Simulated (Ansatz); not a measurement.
The start is a relaxed Cr2N cell displaced along its unstable phonon at q = (½, ½, ½) of its primitive reciprocal cell (140i cm⁻¹), largest move 0.15 Å. The structure is fully relaxed (lattice and positions, P = 0) with PBEsol (plane waves to 420 eV, PAW, scalar-relativistic; Ansatz, a first-principles code). The first steps use a coarse 14×14×14 k-mesh.

Initial structure:
```yaml
crystal:
  lattice:
    - [-2.47873, 2.47873, 8.69713]
    - [0.00000, 0.00000, 8.69713]
    - [0.00000, 2.47873, 0.00000]
  atoms:
    - { symbol: N, position: [0.00000, 0.97942, 0.94935] }
    - { symbol: N, position: [0.50000, 0.97942, 0.05065] }
    - { symbol: Cr, position: [0.00000, 0.64040, 0.93949] }
    - { symbol: Cr, position: [0.50000, 0.64040, 0.06051] }
    - { symbol: Cr, position: [0.00000, 0.36748, 0.04000] }
    - { symbol: Cr, position: [0.50000, 0.36748, 0.96000] }
```

- Largest initial force = about 0.5 eV/Å, on Cr3, Cr4 (atoms numbered as listed)
- Energy released = 0.31 eV/atom
- Volume change = +2.4 %, from 8.91 to 9.12 Å³/atom
- Relative to the parent = It does not go back: it reaches Amm2 (No. 38), 0.33 eV/atom below the parent
- Shortest distances (start → end) = The closest pairs of elements (up to four, under 3.6 Å), start → end: Cr–N 1.99 → 1.97 Å; Cr–Cr 2.39 → 2.56 Å; N–N 2.48 → 2.56 Å
- Band gap at the end = no gap (metallic)
- Optimiser moves = 12

Final values are on a 14×14×14 k-mesh of the relaxed cell. No spin polarisation in the result. The relaxed primitive cell holds an odd number of electrons. A magnetic state may lie lower.

The run could not lose the symmetry of its start, so the end can be a saddle point.

The relaxed structure here is a generated cell of Cr2N: the first start was made by placing the elements on the sites of a structure type, and the end was not matched to a known phase here, so it may be hypothetical.
